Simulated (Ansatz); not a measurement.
All numbers below come from DFT PBE, scalar-relativistic, plane waves, PAW (Ansatz). All cells share a 420 eV cutoff and Γ-centred k meshes spaced at most about 0.3 Å⁻¹ (2π included). No spin polarisation in the final relaxations.

All energies are static (0 K, no zero-point motion).

Two forms of Sn2GeO3 were relaxed alike.

A.

Space group P4/nmm:1 (No. 129). a = 3.792 Å, b = 3.792 Å, c = 14.724 Å, α = 90.00°, β = 90.00°, γ = 90.00°
| atom | site | symmetry | x | y | z |
| --- | --- | --- | --- | --- | --- |
| Sn | 2c | 4mm | 0.0000 | 0.5000 | 0.9055 |
| Sn | 2c | 4mm | 0.0000 | 0.5000 | 0.2557 |
| Ge | 2c | 4mm | 0.0000 | 0.5000 | 0.5660 |
| O | 4f | 2mm. | 0.5000 | 0.5000 | 0.8251 |
| O | 2b | -4m2 | 0.5000 | 0.5000 | 0.5000 |

B.

Space group Pmn2_1 (No. 31). a = 3.497 Å, b = 14.889 Å, c = 4.190 Å, α = 90.00°, β = 90.00°, γ = 90.00°
```json
{"atom": "Sn", "site": "2a", "symmetry": "m..", "x": "0.5000", "y": "0.4031", "z": "0.0068"}
{"atom": "Sn", "site": "2a", "symmetry": "m..", "x": "0.5000", "y": "0.7528", "z": "0.0077"}
{"atom": "Ge", "site": "2a", "symmetry": "m..", "x": "0.5000", "y": "0.0677", "z": "0.9275"}
{"atom": "O", "site": "2a", "symmetry": "m..", "x": "0.5000", "y": "0.3366", "z": "0.5067"}
{"atom": "O", "site": "2a", "symmetry": "m..", "x": "0.5000", "y": "0.6862", "z": "0.5063"}
{"atom": "O", "site": "2a", "symmetry": "m..", "x": "0.5000", "y": "0.9991", "z": "0.5445"}
```

Problem. Which form is favoured at zero pressure, and by what margin per atom?

Solution. B is lower, by 9 meV/atom. A has space group P4/nmm (No. 129), 17.6 Å³/atom and a gap of 0.85 eV on its mesh; B has space group Pmn2_1 (No. 31), 18.2 Å³/atom and a gap of 0.96 eV. Counting O atoms around Ge and Sn (those within 1.25 times the shortest such distance or 1.15 times the sum of covalent radii, 1.27 where that leaves under three), A has Sn 4, Ge 4 and B has Sn 4, Ge 3. In A, around Sn on its first site lie 4 O at 2.24 Å; around Ge lie 4 O at 2.13 Å; O on a site of symmetry 2mm has 4 Sn at 2.24 Å and 4 O at 2.68 Å; 2 more sites not described. In B, around Sn on its first site lie 4 O at 2.20–2.32 Å; Ge is surrounded by 1 O at 1.90 Å and 2 O at 2.07 Å; around O on its first site lie 4 Sn at 2.20–2.32 Å and 4 O at 2.75 Å; 3 more sites not described. Both come from invented guesses.

Weakly bound directions are ill-defined at this level, which has no dispersion term (P4/nmm, Pmn2_1), and this can change margins and order among such cells. Kohn–Sham gaps at this level usually fall short of measured ones. Cells relaxed within their symmetry can be saddle points. The Pmn2_1 cell of Sn2GeO3 came from shaking the P4/nmm one.
